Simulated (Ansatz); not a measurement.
Data:

LiF:
```cif
data_F4Li4
_chemical_formula_sum 'Li4 F4'
_space_group_name_H-M_alt 'F-43m'
_space_group_IT_number 216
_space_group_name_Hall 'F -4 2 3'
_cell_length_a 4.31014
_cell_length_b 4.31014
_cell_length_c 4.31014
_cell_angle_alpha 90.000
_cell_angle_beta 90.000
_cell_angle_gamma 90.000
loop_
_atom_site_label
_atom_site_type_symbol
_atom_site_symmetry_multiplicity
_atom_site_Wyckoff_symbol
_atom_site_fract_x
_atom_site_fract_y
_atom_site_fract_z
_atom_site_occupancy
Li1 Li 4 a 0.00000 0.00000 0.00000 1
F1 F 4 d 0.75000 0.75000 0.75000 1
```
(The calculation used a cell of 2 atoms; values per cell refer to that cell.)

This is the PBEsol-relaxed structure.

Problem. All from the program Ansatz at the PBEsol level (PAW), unless another level is named. Estimate the largest static χ(2) component.

Solution. 0.75 pm/V.

Problem. Next, the Born charges (a third of the trace)?

Solution. Li +0.98, F -0.98 e.

Problem. Give the static dielectric constant ε0 (ions relaxed, cell fixed).

Solution. 4.41.

Problem. Give the electronic dielectric constant ε∞ (DFPT).

Solution. 1.90.

The start of the workflow was typed in or built on a structure type; neither database checked (COD, Materials Project) lists it. It is not the phase usual at ambient conditions (space group No. 225). The PBEsol relaxation kept the symmetry of its start; its stability against distortions is not shown here.

Potentials: the earlier of the program's two PAW sets. The files were generated under PBE; for other functionals the program regenerates the frozen cores, and for LDA and PBEsol the local potential too.
